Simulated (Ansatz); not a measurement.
Values for one crystal, relaxed and computed with the program Ansatz at the PBEsol level (PAW); other levels are named.

| Property | Result |
|---|---|
| Volume per atom | 18.07 Å³ |
| Electronic character | metallic (no gap) |
| Density of states at the Fermi level | 0.04 states/eV per atom (mean over ±0.08 eV) |
| Pressure derivative B′ | 8.2 |
| Formation energy from the elements (no fitted shifts) | -1.25 eV/atom |
| Bulk modulus (Birch–Murnaghan fit) | 60.6 GPa |

**Question.** Pick the material that matches.
(A) TiS2, Pnnm (Ti on 2a, S on 4g)
(B) Ni3Sn2S2, R-3m (Sn on 3b, S on 6c, Sn on 3a, Ni on 9e)
(C) VO2, rutile
(D) TaC, rock salt

**Answer.** A, TiS2, Pnnm (Ti on 2a, S on 4g)

The workflow started from a Materials Project entry (that database holds measured and hypothetical structures alike); the Crystallography Open Database copy checked does not list it. It is not the phase usual at ambient conditions (space group No. 164). The PBEsol relaxation kept the symmetry of its start; whether a distortion lowers the energy is not shown. The run is not spin-polarised. A small band overlap can be real or an error of a semilocal functional. The references are the lowest solids computed at this level, not always the standard phases.

Potentials: the later of the program's two PAW sets.
